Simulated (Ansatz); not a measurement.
SrTe (rock salt, Fm-3m), PBEsol (plane waves, PAW; program Ansatz). The conduction-band minimum lies at X, with 3 equivalent valleys. Second derivatives d²E/dk² of the lowest band at one valley (eV·Å²), along Cartesian directions:

```
direction  d²E/dk²
---------  -------
[100]        5.954
[010]        31.37
[001]        31.37
[110]        18.67
[101]        18.67
[011]        31.34
```

Q: Find the principal effective masses, the density-of-states mass and the conductivity mass.

A: Off-diagonal terms follow from H_xy = H[110] − (H_xx + H_yy)/2, and m*/mₑ = 7.620 eV·Å² over each eigenvalue: 0.24, 0.24, 1.3. One valley's DOS mass (m₁m₂m₃)^(1/3) = 0.42, conductivity mass 3/(Σ 1/mᵢ) = 0.33 mₑ.

Q: What effective density of states Nc follows at 300 K for parabolic valleys?

A: Nc = 2.509e19 × 3 × (0.42)^(3/2) ≈ 2.0e19 cm⁻³.

Symmetry was held in the PBEsol relaxation. Spin–orbit coupling is left out wherever it is not named.

Potentials: the later of the program's two PAW sets.

Edges and masses are those of Kohn–Sham bands, whose gap is no quasiparticle gap.
